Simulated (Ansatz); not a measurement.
# Clamped-ion strain scan in Ba

These are results of DFT PBEsol, scalar-relativistic, plane waves, PAW in Ansatz 0.2.0, not measurements. Settings: plane waves to 420 eV, k-mesh 14×14×14 (Γ-centred), Gaussian smearing 0.15 eV. No spin polarisation. Energies are free energies at this smearing, counted from the undisturbed cell; pressure is positive in compression.

The starting cell (as given, not relaxed at this level; it stands at -0.6 GPa):

```
Ba
1.0
    -2.50000    2.50000    2.50000
     2.50000   -2.50000    2.50000
     2.50000    2.50000   -2.50000
Ba
1
Direct
  0.00000 0.00000 0.00000
```

The cell is strained by ε times the Voigt pattern (1, -1, 0, 0, 0, 0) (xx, yy, zz, yz, xz, xy; engineering shear) with fractional coordinates fixed. The cell is metallic on the mesh throughout.

| ε | ΔE (meV/atom) |
| --- | --- |
| -0.1000 | 15.8 |
| -0.0500 | 3.7 |
| 0.0000 | 0.0 |
| 0.0125 | 0.2 |
| 0.0250 | 0.9 |
| 0.0375 | 2.1 |
| 0.0625 | 5.9 |
| 0.0750 | 8.6 |
| 0.0875 | 11.8 |

Predict the stress summed along the pattern (GPa, tension positive) at each point.

```csv
ε,"stress summed along the pattern (GPa, tension positive)"
-0.1000,-0.95
-0.0500,-0.44
0.0000,0.00
0.0125,0.11
0.0250,0.22
0.0375,0.33
0.0625,0.55
0.0750,0.67
0.0875,0.80
```